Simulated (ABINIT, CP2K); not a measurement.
This is a calculation of SiO for CP2K 2026.2. The cell comes from a database or a generator and needn't be the stable form of this composition.

File sio_scf.inp:

```
&GLOBAL
  PROJECT sio_scf
  RUN_TYPE ENERGY_FORCE
  PRINT_LEVEL LOW
&END GLOBAL
&FORCE_EVAL
  METHOD QS
  STRESS_TENSOR ANALYTICAL
  &DFT
    BASIS_SET_FILE_NAME BASIS_MOLOPT_UZH
    POTENTIAL_FILE_NAME POTENTIAL_UZH
    &MGRID
      CUTOFF 600
      REL_CUTOFF 60
      NGRIDS 4
    &END MGRID
    &QS
      METHOD GPW
      EPS_DEFAULT 1.0E-10
    &END QS
    &KPOINTS
      SCHEME MONKHORST-PACK 9 9 9
      GAMMA_CENTERED T
      SYMMETRY T
      SYMMETRY_BACKEND SPGLIB
    &END KPOINTS
    &SCF
      SCF_GUESS ATOMIC
      EPS_SCF 1.0E-6
      MAX_SCF 100
      ADDED_MOS 10
      CHOLESKY OFF
      EPS_EIGVAL 1.0E-7
      &DIAGONALIZATION ON
        ALGORITHM STANDARD
      &END DIAGONALIZATION
      &MIXING ON
        METHOD BROYDEN_MIXING
        ALPHA 0.4
        BETA 1.5
        NBUFFER 8
      &END MIXING
      &SMEAR ON
        METHOD FERMI_DIRAC
        ELECTRONIC_TEMPERATURE 580.23
      &END SMEAR
    &END SCF
    &XC
      &XC_FUNCTIONAL
        &GGA_X_PBE
        &END GGA_X_PBE
        &GGA_C_PBE
        &END GGA_C_PBE
      &END XC_FUNCTIONAL
    &END XC
    &PRINT
      &KPOINTS ON
      &END KPOINTS
      &MULLIKEN ON
      &END MULLIKEN
      &MO ON
        ENERGIES T
        OCCUPATION_NUMBERS T
        &EACH
          QS_SCF 0
        &END EACH
        ADD_LAST NUMERIC
      &END MO
      &LOWDIN ON
      &END LOWDIN
      &HIRSHFELD ON
        SHAPE_FUNCTION DENSITY
      &END HIRSHFELD
      &E_DENSITY_CUBE ON
        STRIDE 2
      &END E_DENSITY_CUBE
      &V_HARTREE_CUBE ON
        STRIDE 2
      &END V_HARTREE_CUBE
      &ELF_CUBE ON
        STRIDE 2
      &END ELF_CUBE
    &END PRINT
  &END DFT
  &SUBSYS
    &CELL
      A 2.8069700000 0.0000000000 0.0000000000
      B 0.0000000000 2.8069700000 0.0000000000
      C 0.0000000000 0.0000000000 2.8069700000
      PERIODIC XYZ
    &END CELL
    &COORD
      SCALED
      Si  0.0000000000 0.0000000000 0.0000000000
      O   0.5000000000 0.5000000000 0.5000000000
    &END COORD
    &KIND Si
      BASIS_SET TZVP-MOLOPT-PBE-GTH-q4
      POTENTIAL GTH-PBE-q4
    &END KIND
    &KIND O
      BASIS_SET TZVP-MOLOPT-PBE-GTH-q6
      POTENTIAL GTH-PBE-q6
    &END KIND
    &PRINT
      &ATOMIC_COORDINATES ON
      &END ATOMIC_COORDINATES
      &CELL ON
      &END CELL
      &SYMMETRY ON
      &END SYMMETRY
    &END PRINT
  &END SUBSYS
  &PRINT
    &FORCES ON
    &END FORCES
    &STRESS_TENSOR ON
    &END STRESS_TENSOR
  &END PRINT
&END FORCE_EVAL
```

Potentials or basis: POTENTIAL_UZH Si GTH-PBE-q4, O GTH-PBE-q6; TZVP-MOLOPT-PBE-GTH basis.

The run is started by

```bash
$ OMP_NUM_THREADS=1 cp2k.psmp -i sio_scf.inp -o sio_scf.out
```

Problem. Translate it to ABINIT 10.8.3 (patched build). Potentials or basis there: JTH PAW PBE v2.0, cutoff 626 eV.

Solution. As run (cutoffs and basis follow the program's own potentials, and thresholds, step limits or extra output files can differ):

File run.abi:

```
# Pseudopotentials
pp_dirpath "./"
pseudos "Si.GGA_PBE-JTH.xml, O.GGA_PBE-JTH.xml"

# Structure
acell 5.30440454 5.30440454 5.30440454
rprim
     1.0000000000     0.0000000000     0.0000000000
     0.0000000000     1.0000000000     0.0000000000
     0.0000000000     0.0000000000     1.0000000000
ntypat 2
znucl 14 8
natom 2
typat 1 2
xred
     0.0000000000     0.0000000000     0.0000000000
     0.5000000000     0.5000000000     0.5000000000

# Plane-wave basis
ecut 23.0
pawecutdg 45.0
pawxcdev 0

# k points
kptopt 1
ngkpt 9 9 9
nshiftk 1
shiftk 0.0 0.0 0.0

# Exchange and correlation
ixc 11

# Bands and occupations
nband 9
occopt 3
tsmear 0.05 eV

# SCF cycle
nstep 100
tolvrs 1.0e-9

# Output
iomode 3
prtwf 0
prtden 0
prteig 0
prtebands 0
enunit 1
```

Potentials or basis: JTH PAW PBE v2.0.

Run with:

```bash
$ abinit run.abi > log 2>&1
```

Both were run:

|  | CP2K | ABINIT |
| --- | --- | --- |
| Pressure | 0.3 GPa | -0.2 GPa |

The two runs disagree by more than potentials and bases usually give (in gap, levels, pressure or energy); the cause wasn't traced.

Pressure is positive in compression.
